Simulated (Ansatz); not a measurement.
Cells of Al$_{2}$Cu relaxed with PBEsol (plane waves to 420 eV, PAW, scalar-relativistic; Ansatz, a first-principles code), each with a space-group label. One label is wrong.

**A**, labelled Amm2 (No. 38)
```xyz
3
Lattice="2.7984 0.0000 0.0000 0.0000 1.9846 3.9966 0.0000 -1.9846 3.9966" Properties=species:S:1:pos:R:3 pbc="T T T"
Al     0.0000     0.0000     2.4121
Al     1.3992     0.0000     7.9060
Cu     0.0000     0.0000     4.8976
```

**B**, labelled Fd-3m (No. 227)
```xyz
6
Lattice="0.0000 3.6140 3.6140 3.6140 0.0000 3.6140 3.6140 3.6140 0.0000" Properties=species:S:1:pos:R:3 pbc="T T T"
Al     4.5175     4.5175     4.5175
Al     4.5175     2.7105     2.7105
Al     2.7105     4.5175     2.7105
Al     2.7105     2.7105     4.5175
Cu     1.8070     1.8070     1.8070
Cu     0.0000     0.0000     0.0000
```

**C**, labelled I4/mmm (No. 139)
```
CELL_PARAMETERS angstrom
      2.84197     0.00000     0.00000
     -1.42098     2.46122     0.00000
      0.00000     0.00000     6.14798
ATOMIC_POSITIONS crystal
  Al 0.66667 0.33333 0.81580
  Cu 0.00000 0.00000 0.50000
  Al 0.33333 0.66667 0.18420
```

Problem. Which label is wrong, and what should it be (tolerance 0.01 Å)?

Solution. C: its symmetry is P-3m1 (No. 164), hP3; a = 2.8420 Å, b = 2.8420 Å, c = 6.1480 Å, α = 90.00°, β = 90.00°, γ = 120.00°.

Each run could gain symmetry but not lose that of its start, so entries can be saddle points. All of these are generated cells (placed on structure types, drawn at random, substituted or restacked) that were not matched to a known phase here.

No spin polarisation in the result.
